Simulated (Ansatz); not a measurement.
# Equation of state of Sc3Te under PBE

```cif
data_structure
_symmetry_space_group_name_H-M 'Fm-3m'
_symmetry_Int_Tables_number 225
_cell_length_a 7.1390
_cell_length_b 7.1390
_cell_length_c 7.1390
_cell_angle_alpha 90.000
_cell_angle_beta 90.000
_cell_angle_gamma 90.000
_cell_volume 363.84
loop_
_atom_site_label
_atom_site_type_symbol
_atom_site_symmetry_multiplicity
_atom_site_Wyckoff_symbol
_atom_site_fract_x
_atom_site_fract_y
_atom_site_fract_z
_atom_site_occupancy
Sc1 Sc 8 c 0.25000 0.75000 0.75000 1
Sc2 Sc 4 b 0.50000 0.00000 0.00000 1
Te1 Te 4 a 0.00000 0.00000 0.00000 1
```

The cell comes from a database or a generator and needn't be the stable form of this composition.

The cell was scaled at fixed shape and fractions and run with Ansatz, Ansatz PAW, cutoff 420 eV; PBE, k mesh 7 × 7 × 7 on the cell of 4 atoms, fermi-dirac occupations of 0.05 eV, no spin polarisation, no spin-orbit coupling. Energies are those that the program minimises, any entropy of the smearing included. For a metal such a mesh isn't converged to the digits shown.

| V (Å³/atom) | energy over the lowest row (meV/atom) |
| --- | --- |
| 21.3757 | 14.697 |
| 21.8305 | 6.387 |
| 22.2853 | 1.663 |
| 22.7401 | 0.000 |
| 23.1949 | ? |
| 23.6497 | 4.880 |
| 24.1045 | 11.167 |

**Question.** Fit the third-order Birch-Murnaghan form, give V0, B0 and B′, and predict the energy left open.

**Answer.** With y = (V0/V)^(2/3), E = E0 + (9 V0 B0/16) [(y - 1)³ B′ + (y - 1)² (6 - 4y)]. Least squares through the rows shown give V0 = 22.7738 Å³/atom, E0 = -0.053 meV, B0 = 50.14 GPa (1 eV/Å³ = 160.218 GPa) and B′ = 3.39, with a largest miss of 0.063 meV, so B0 and B′ are loose. At V = 23.1949 the form with these constants gives 1.133 meV; the run gave 1.114 meV an atom.
